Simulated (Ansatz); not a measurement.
The cell comes from COD entry 1537861, which wasn't checked; take it as a given geometry. The listed cell was then made from it by scaling, straining or moving an atom.

TiRh3: DFT, LDA, all-electron PAW with datasets made for the crystal, scalar-relativistic (Ansatz 0.2.0). What sets it apart from a plain run of this crystal: equal xy, yz and zx engineering shear strains of -2 %.

Command: `ansatz run input.yaml --threads 1 --pin off --max-ram 4096MiB --backend cpu --events-out ev --progress --plain --runs-dir out` The run took 46 s on 1 thread of Arm Neoverse V1 (shared host), peak memory 1 GiB.

```yaml
crystal:
  lattice:
    - [3.822, -0.03822, -0.03822]
    - [-0.03822, 3.822, -0.03822]
    - [-0.03822, -0.03822, 3.822]
  atoms:
    - { symbol: Ti, position: [0.0, 0.0, 0.0] }
    - { symbol: Rh, position: [0.0, 0.5, 0.5] }
    - { symbol: Rh, position: [0.5, 0.0, 0.5] }
    - { symbol: Rh, position: [0.5, 0.5, 0.0] }
kpoints:
  mp_grid: { grid: [10, 10, 10] }
scf:
  occupations: { method: fermi_dirac, width: 0.03 }
hamiltonian:
  xc: lda
  pseudopotentials: { kind: all_electron, datasets: crystal }
output:
  forces: true
  stress: true
  eigenvalues: true
  efg: { contact_densities: true }
```

Output (standing set-up lines are left out):

```
hamiltonian.pseudopotentials.datasets: crystal makes datasets for this crystal and solves the spheres of its atoms anew in each pass: cutoff 300.0 eV, the density's 1200.0 eV; for an error of 0.50 meV an atom under PBE, 2.0 meV for the cell; an energy difference from a run of another recipe may be off by several times the error for the cell, under r2SCAN by more, where some 0.1 meV an atom stays at smaller errors; Ti in spheres of 1.334 Å, 4 of its electrons in bands, 8 on its site; Rh in spheres of 1.334 Å, 9 of its electrons in bands, 8 on its site; only band paths and densities of states list, in semicore columns, the levels of the semicore shells that are solved separately: 3s of Ti, 3p of Ti, 4s of Rh, 4p of Rh
Crystal: 4 atoms, lattice volume = 55.814 Å³
Basis set: ecut = 300 eV, 667 PW (Γ)
Symmetry: 12 space group operations
Space group: R-3m (ITA 166), of the structure as read, at distance tolerance 3.8e-5 Å
k-points: 116 of 1000
PAW one-centre angular grid: Ti, 590 points (default); XC on its mesh's 1941 points in the sphere
PAW one-centre angular grid: Rh, 590 points (default); XC on its mesh's 1869 points in the sphere
iter 1 solved again at ethr=6.89e-2 eV; its pass at ethr=1.00e-1 eV (dr2=2.14e1 eV) is discarded
SCF iter   1: F=—  HF=-413379.961724 eV  |F-HF|=—  |Δ(HF+E_count)|=         —  Δρ=1.81e-1  dr2=2.17e1  ethr=6.89e-2  ⟨swp⟩=2.0  Hψ=15961  notcnv=0
preconditioner: auto → Kerker (q_TF=auto, 2.474 Å⁻¹)  [metal: Δε(μ)=0.004 eV  Ē_g=6.307 eV  σ=0.030 eV  W_gap=0.03  n_scr=18 (ndim 8)  ℏωp=27.7 eV  f_vac=0.000  D(μ)=4.09/eV (n_scr^D=32)]
SCF iter   2: F=—  HF=-413376.918865 eV  |F-HF|=—  |Δ(HF+E_count)|=    3.04e0  Δρ=6.49e-2  dr2=2.89e0  ethr=6.89e-2  ⟨swp⟩=2.3  Hψ=5836  notcnv=0
SCF iter   3: F=—  HF=-413376.263987 eV  |F-HF|=—  |Δ(HF+E_count)|=   6.55e-1  Δρ=2.48e-2  dr2=3.31e-1  ethr=9.31e-3  ⟨swp⟩=3.1  Hψ=6752  notcnv=0  defer=1
SCF iter   4: F=—  HF=-413376.157857 eV  |F-HF|=—  |Δ(HF+E_count)|=   1.06e-1  Δρ=8.67e-3  dr2=5.10e-2  ethr=1.07e-3  ⟨swp⟩=2.6  Hψ=7371  notcnv=0  defer=5
SCF iter   5: F=—  HF=-413376.176656 eV  |F-HF|=—  |Δ(HF+E_count)|=   1.88e-2  Δρ=3.84e-3  dr2=1.07e-2  ethr=1.65e-4  ⟨swp⟩=3.4  Hψ=6343  notcnv=0  defer=6
iter 6 solved again at ethr=1.30e-6 eV; its pass at ethr=3.46e-5 eV (dr2=4.02e-4 eV) is discarded
SCF iter   6: F=—  HF=-413376.181924 eV  |F-HF|=—  |Δ(HF+E_count)|=   5.27e-3  Δρ=8.11e-4  dr2=3.75e-4  ethr=1.30e-6  ⟨swp⟩=2.4  Hψ=12239  notcnv=0  defer=5
SCF iter   7: F=—  HF=-413376.181899 eV  |F-HF|=—  |Δ(HF+E_count)|=   2.51e-5  Δρ=2.24e-4  dr2=3.45e-5  ethr=1.21e-6  ⟨swp⟩=2.7  Hψ=4863  notcnv=0  defer=1
SCF iter   8: F=—  HF=-413376.181900 eV  |F-HF|=—  |Δ(HF+E_count)|=   1.16e-6  Δρ=1.43e-4  dr2=2.00e-5  ethr=1.11e-7  ⟨swp⟩=3.0  Hψ=5245  notcnv=0
SCF iter   9: F=—  HF=-413376.181899 eV  |F-HF|=—  |Δ(HF+E_count)|=   9.89e-7  Δρ=7.98e-5  dr2=6.11e-6  ethr=6.44e-8  ⟨swp⟩=2.0  Hψ=4729  notcnv=0
SCF iter  10: F=-413376.181899 eV  HF=-413376.181899 eV  |F-HF|=4.75e-8  |Δ(HF+E_count)|=   5.03e-7  Δρ=6.96e-6  dr2=4.97e-8  ethr=1.97e-8  ⟨swp⟩=2.0  Hψ=4730  notcnv=0  defer=1
SCF 1 converged in 10 iterations: F = -413376.181921 eV  dr2 = 4.97e-8
  Residual-converged pass: ⟨swp⟩=4.0  Hψ=7188  notcnv=0  max |occ|·‖R‖ = 6.5e-6 eV (tolerance 6.7e-6 eV)  dr2=4.83e-8  dr2_onsite=1.05e-8  max |Δocc| = 2.2e-9
  greatest PAW one-centre occupation: 0.780 electrons in one spin orbital (limit 2), on the Rh atom at site 3 (counted from 0), in its partial waves of l = 2
SCF converged after 10 iterations
Free energy (F): -413376.181921 eV
Harris-Foulkes:  -413376.181921 eV  (|F-HF|=4.75e-8)
Internal energy: -413376.170173 eV  (E = F + TS)
E sigma→0 (E₀):  -413376.176047 eV
Entropy (-TS):   -0.011748 eV (-2.937 meV/atom)
Past the cutoff: the bands carry plane waves up to 1.75 times it, of which those up to 1.5 times it add -0.000491 eV an atom, each by itself; the spheres take 0.000232 eV an atom off the energy for waves past 1.75 times it
By the cutoff:   a pressure is off by up to 0.009 GPa (1.2 times the spheres' own share and the shells' term, over an atom's volume, and 0.004 GPa: a bound that held against runs at twice the plane waves)
Past the cutoffs: a stress includes 0.0044 GPa for waves and charges beyond them, in addition to the slope of what the spheres take
In the spheres:  the bands' charges fall short by 1.3e-6 e at most (sound up to 1e-3), those of shells solved beside the bands by 5.1e-7 e (sound up to 5e-4)
Fermi energy:    21.950047 eV
--- Per-component energies (eV) ---
  The terms above E_closure are by the made datasets' own strengths, without shells solved beside the bands.
--- Forces (eV/Å), atoms counted from 1 ---
  atom   1  Ti     0.00000000    -0.00000000     0.00000000
  atom   2  Rh     0.00000000    -0.00000000    -0.00000000
  atom   3  Rh     0.00000000    -0.00000000     0.00000000
  atom   4  Rh    -0.00000000    -0.00000000     0.00000000
  max |Σ_I F_I| component: 4.86e-30 eV/Å
--- Stress (GPa, compression-positive) ---
       -9.921909       3.464956       3.464956
        3.464956      -9.921909       3.464956
        3.464956       3.464956      -9.921909
  P = ⅓ Tr σ = -9.9219 GPa (-99.219 kbar)
  It holds what live shells' own plane waves past their cutoff add
--- PAW observables at the nuclei: V_zz in 10²¹ V/m², potentials from the cell's mean, atoms counted from 1 ---
  atom   1  Ti V_zz =    -0.533500   η = 0.0000   by run symmetry: allowed
            electrostatic potential = -2536.278786 V   contact ρ = 56472.163329 e/Å³
  atom   2  Rh V_zz =    -3.088724   η = 0.5928   by run symmetry: allowed
            electrostatic potential = -7023.720183 V   contact ρ = 786636.927658 e/Å³
  atom   3  Rh V_zz =    -3.088724   η = 0.5928   by run symmetry: allowed
            electrostatic potential = -7023.720183 V   contact ρ = 786636.927660 e/Å³
  atom   4  Rh V_zz =    -3.088724   η = 0.5928   by run symmetry: allowed
            electrostatic potential = -7023.720183 V   contact ρ = 786636.927661 e/Å³
--- Band table (eV; the first three rows and the last of 116) ---
  k-point 0: bands = ["14.5815", "16.2030", "16.5877", "16.5877", "16.8341", "16.8341", "16.8718", "19.7567", "19.7567", "20.1284", "21.7783", "21.7783", "22.7784", "23.2634", "23.2634", "23.3153", "24.6301", "24.6301", "25.2750", "25.3089", "25.3089", "25.5650"]
  k-point 1: bands = ["14.7141", "16.2887", "16.6508", "16.6914", "16.8916", "16.9176", "16.9494", "19.7149", "19.8063", "20.1331", "21.6726", "21.7963", "22.6562", "22.8237", "22.8672", "23.2808", "24.4306", "24.5455", "24.7170", "24.7390", "25.1663", "25.2956"]
  k-point 2: bands = ["15.0983", "16.5299", "16.8228", "16.9882", "17.0425", "17.1652", "17.1962", "19.5389", "19.9382", "20.1961", "21.3762", "21.8336", "21.9252", "21.9254", "22.3886", "23.2776", "23.5795", "24.1573", "24.2003", "24.3951", "24.5672", "25.2807"]
  k-point 115: bands = ["16.5833", "16.6182", "16.6182", "16.6730", "18.9290", "19.1984", "19.1984", "19.7643", "19.7643", "20.1182", "20.4369", "20.4369", "22.7044", "22.8857", "22.9148", "22.9148", "22.9700", "22.9700", "23.3702", "24.4379", "24.4379", "24.6084"]
```

Spin polarisation is left out, and whether a magnetic state lies lower isn't shown here.
